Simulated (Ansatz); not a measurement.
Values for one crystal, relaxed and computed with PBEsol in the plane-wave PAW code Ansatz; other levels are named.

```yaml
volume_per_atom: 12.75 Å³
electronic_character: metallic (no gap)
Poisson's ratio: 0.33
Gap with spin–orbit coupling: none (metallic)
hill_bulk_and_shear_moduli: 247 and 95.3 GPa
Density of states at the Fermi level: 0.12 states/eV per atom (mean over ±0.08 eV)
mechanical_stability: stable (all eigenvalues of C positive)
```

Task: Which of these materials gives this?
A. ZrSi, Cmcm (Zr on 4c, Si on 4c)
B. SiGe, P-6m2 (Ge on 1a, Si on 1f)
C. BaSi2, P6/mmm (Si on 2d, Ba on 1a)
D. SiRh, P2_13 (Si on 4a, Rh on 4a)

Result: D, SiRh, P2_13 (Si on 4a, Rh on 4a)

The workflow started from a Materials Project entry (that database holds measured and hypothetical structures alike); the Crystallography Open Database copy checked does not list it. COD files the formula under space group No. 14, so this cell is another polymorph or a model. Its standing as an ambient phase is unchecked. The cell was relaxed with PBEsol under the symmetry of its start; its stability against distortions is not shown here. The run is not spin-polarised. As this level gives no gap, shear constants depend on the k-mesh and smearing (Fermi–Dirac, 0.1 eV here). Spin–orbit coupling is left out wherever it is not named.

Potentials: the later of the program's two PAW sets.
